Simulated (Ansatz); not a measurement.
Cs2RuI6, a known structure type with other elements, at an estimated volume

```yaml
crystal:
  lattice:
    - [-4.48917, 4.48917, 4.61555]
    - [4.48917, -4.48917, 4.61555]
    - [4.48917, 4.48917, -4.61555]
  atoms:
    - { symbol: Ru, position: [0.00000, 0.00000, 0.00000] }
    - { symbol: Cs, position: [0.75000, 0.25000, 0.50000] }
    - { symbol: Cs, position: [0.25000, 0.75000, 0.50000] }
    - { symbol: I, position: [0.79379, 0.79379, 0.58758] }
    - { symbol: I, position: [0.79379, 0.20621, 0.00000] }
    - { symbol: I, position: [0.20621, 0.20621, 0.41242] }
    - { symbol: I, position: [0.20621, 0.79379, 0.00000] }
    - { symbol: I, position: [0.65006, 0.65006, 0.00000] }
    - { symbol: I, position: [0.34994, 0.34994, 0.00000] }
```

Level: PBE, no spin polarisation; 420 eV; 6×6×6 Γ-centred mesh; fermi-dirac occupations (width 0.1 eV); Ansatz 0.2.0, fixed geometry.

Forces: The largest is on I9 (and as large on other atoms): 1.78 eV/Å, components (0.00, 0.00, -1.78). It makes 180° with the line to a nearest neighbour, I8 at 2.77 Å, pointing away from it.
Formation energy: -0.57 eV an atom against the elements' usual phases (free molecules for gases, crystals otherwise, with no correction for O₂ or N₂), so it is bound against them; other compounds may still compete. Relaxing would lower it.
Electronic structure: It is a metal, with about 12 states/eV a cell as the mean within 0.25 eV of the Fermi level, mostly Ru d (63 %) and I p (35 %).
Contacts: Ru–I at 2.62 Å: least valence density 0.49 e/Å³ and ELF 0.39 there. I–I at 2.77 Å: least valence density 0.43 e/Å³ and ELF 0.53 there. Cs–I at 3.96 Å: least valence density 0.05 e/Å³ and ELF 0.04 there. Both are smooth PAW fields, read partly inside the augmentation spheres.
Charges: Bader charges in e: Cs +0.81, Ru +0.35, I -0.40 to -0.19. In the mean Cs gives up most and I takes most.

Origin: a known structure type with other elements, at an estimated volume, so it need not be a known compound. Caveats: many states at the Fermi level without spin polarisation, so a magnetic state may lie lower; atoms or cell far from equilibrium.
